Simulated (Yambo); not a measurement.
Material: Rb$_{2}$KRhF$_{6}$ (space group Fm-3m, No. 225); a = b = c = 6.4244 Å, α = β = γ = 60.00° (10 atoms in the cell). The geometry is that of Materials Project entry mp-14036, symmetrised and not relaxed again.

With PBEsol (Quantum ESPRESSO, PseudoDojo norm-conserving, 88 Ry, without SOC), the gap between the mesh's edge points (X → X) is 1.892 eV.

Task: Estimate the G0W0 gap between the same points from Yambo (2×2×2 Γ-centred k mesh, bands 5 to 278 and a 7 Ry block in the screening, 278 bands in G with the Bruneval-Gonze terminator, plasmon pole fitted at 27.2 eV).

Result: The correction is 3.778 eV, giving 5.671 eV, 3.0 times the PBEsol value.  Nearest settings tried, and what they do to the gap: 184 bands in W, 184 bands in G: -7 meV; 1 Ry block (27 vectors against 459): +1459 meV. Not varied: mesh. So the settings aren't converged at that level. The k mesh is coarse. Spin-orbit splittings are left out.
